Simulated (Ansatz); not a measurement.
Ti4Se: from a guess to a relaxed structure

The calculation used Ansatz 0.2.0, DFT PBE, scalar-relativistic, plane waves, PAW. Cutoff 420 eV, Gaussian smearing, Γ-centred meshes. Cell and atoms relax first on a coarse mesh and then on a finer one. In between, the cell is made exact in the group found at 0.06 Å. In metals the finer mesh still leaves noise of several meV/atom or more. The steps can't lower the symmetry of their start. Collinear spin, starting moments Ti 1.0 (×4) μB; they died out on the coarse mesh, so the last step has no spin.

The guess for Ti4Se was made by a generator: random cell by space group and Wyckoff sites (F-43m, No. 216). Lengths were set from tabulated atomic sizes, so they are only a guess.

```cif
data_structure
_symmetry_space_group_name_H-M 'F-43m'
_symmetry_Int_Tables_number 216
_cell_length_a 7.1657
_cell_length_b 7.1657
_cell_length_c 7.1657
_cell_angle_alpha 90.000
_cell_angle_beta 90.000
_cell_angle_gamma 90.000
_cell_volume 367.94
loop_
_atom_site_label
_atom_site_type_symbol
_atom_site_symmetry_multiplicity
_atom_site_Wyckoff_symbol
_atom_site_fract_x
_atom_site_fract_y
_atom_site_fract_z
_atom_site_occupancy
Ti1 Ti 16 e 0.13146 0.36854 0.13146 1
Se1 Se 4 a 0.00000 0.00000 0.00000 1
```

The zero of energy is the elements' standard structures at the same level; no fitted shifts are applied.

Problem. Which structure results?

Solution. The symmetry stays F-43m (No. 216). The volume per atom grows by 13.5 %, from 18.4 to 20.9 Å³. The shortest distance goes from 2.40 Å (Ti–Ti) to 2.63 Å (Ti–Ti). The energy falls by about 0.12 eV/atom (the start's value is from the coarse mesh). The end is written in a standard setting, so origin, axes and order of atoms can differ from the start's. Conventional cell: a = 7.475 Å. Ti has 6 Ti at 2.63–2.66 Å and 3 Se at 3.10 Å; around Se lie 12 Ti at 3.10 Å.

```
CELL_PARAMETERS angstrom
0.00000 3.73773 3.73773
3.73773 0.00000 3.73773
3.73773 3.73773 0.00000
ATOMIC_POSITIONS crystal
Ti 0.12689 0.62437 0.62437
Ti 0.62437 0.12689 0.62437
Ti 0.62437 0.62437 0.12689
Ti 0.62437 0.62437 0.62437
Se 0.00000 0.00000 0.00000
```

Problem. Give its energy and gap.

Solution.

- Energy over the elements: +0.71 eV/atom
- Gap on the 10×10×10 mesh of the 5-atom cell: 0 eV (a metal)

The separate elements lie lower, so it is unstable against them.

The last run used Gaussian smearing of 0.10 eV. The reference form of Se is held partly by dispersion forces, which this level lacks. A structure relaxed within its symmetry needn't be a true minimum. Another cell of Ti4Se relaxed alike, in I-42m, lies 1.07 eV/atom lower, so this cell isn't the stable form at this level.
